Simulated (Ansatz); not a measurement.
InMo$_{2}$N:
Space group P6₃/mmc (No. 194); a = b = 3.221 Å, c = 13.393 Å, α = β = 90.00°, γ = 120.00°

| atom | site | symmetry | x | y | z |
|---|---|---|---|---|---|
| In | 2d | -6m2 | 0.6667 | 0.3333 | 0.2500 |
| Mo | 4f | 3m. | 0.3333 | 0.6667 | 0.0747 |
| N | 2a | -3m. | 0.0000 | 0.0000 | 0.0000 |

Relaxed with PBE.

Which orbitals make up the states near the Fermi level in PBE (plane waves, PAW; program Ansatz)?

Within 0.5 eV of the Fermi level: Mo 4d 84 %, In 5p 7 %, N 2p 6 %. Projections are on Löwdin-orthogonalised atomic valence shells; empty p or d shells of many metals are not among them.

Tabulate the density of states.

States/eV per cell of 8 atoms, in 0.25 eV bins, energy from the Fermi level.

```csv
E (eV),total,Mo 4d,N 2p,In 5p
-7.85,2.29,0.60,0.78,0.25
-7.60,5.32,1.65,2.44,0.26
-7.35,5.13,1.59,2.47,0.23
-7.10,6.69,2.32,3.43,0.20
-6.85,9.74,3.45,5.22,0.22
-6.60,7.29,2.57,3.94,0.21
-6.35,2.86,0.77,1.36,0.26
-6.10,3.53,0.89,1.82,0.29
-5.85,7.94,2.00,4.93,0.33
-5.60,1.89,0.41,0.73,0.28
-5.35,1.13,0.23,0.13,0.28
-5.10,1.16,0.26,0.09,0.27
-4.85,1.38,0.36,0.07,0.25
-4.60,1.54,0.46,0.06,0.19
-4.35,1.00,0.34,0.04,0.11
-4.10,0.61,0.26,0.02,0.03
-3.85,3.97,3.72,0.02,0.02
-3.60,6.02,5.60,0.06,0.13
-3.35,4.10,3.16,0.08,0.62
-3.10,5.25,3.17,0.15,1.48
-2.85,4.45,2.80,0.11,1.17
-2.60,6.71,4.23,0.23,1.70
-2.35,8.90,5.38,0.27,2.50
-2.10,5.51,4.29,0.11,0.83
-1.85,2.60,1.88,0.08,0.49
-1.60,0.77,0.62,0.02,0.09
-1.35,2.82,2.24,0.11,0.31
-1.10,5.66,4.50,0.27,0.60
-0.85,5.16,3.96,0.28,0.66
-0.60,4.92,4.10,0.24,0.35
-0.35,5.17,4.17,0.32,0.42
-0.10,8.68,7.41,0.49,0.47
0.15,6.08,5.06,0.35,0.42
0.40,5.15,4.33,0.23,0.39
0.65,4.04,3.63,0.10,0.19
0.90,2.77,2.37,0.07,0.18
1.15,4.28,3.53,0.19,0.29
1.40,7.91,6.74,0.47,0.33
1.65,5.90,4.81,0.30,0.47
1.90,7.73,5.44,0.57,1.06
2.15,6.44,4.35,0.59,0.85
2.40,5.25,3.16,0.63,0.58
2.65,6.81,3.89,0.83,0.58
2.90,8.05,4.56,1.07,0.62
3.15,7.80,4.23,1.12,0.74
3.40,6.83,3.63,1.27,0.55
3.65,5.31,2.68,1.03,0.58
3.90,5.00,2.25,1.10,0.65
4.15,4.52,1.98,1.00,0.63
4.40,5.03,1.84,0.92,0.79
```

Space group P6_3/mmc. The start of the workflow was typed in or built on a structure type; neither database checked (COD, Materials Project) lists it. Whether it is the stable phase at ambient conditions was not checked. The PBE relaxation kept the symmetry of its start; whether a distortion lowers the energy is not shown. The workflow began spin-polarised and lost its moments. Spin–orbit coupling is left out wherever it is not named.

Potentials: the earlier of the program's two PAW sets.
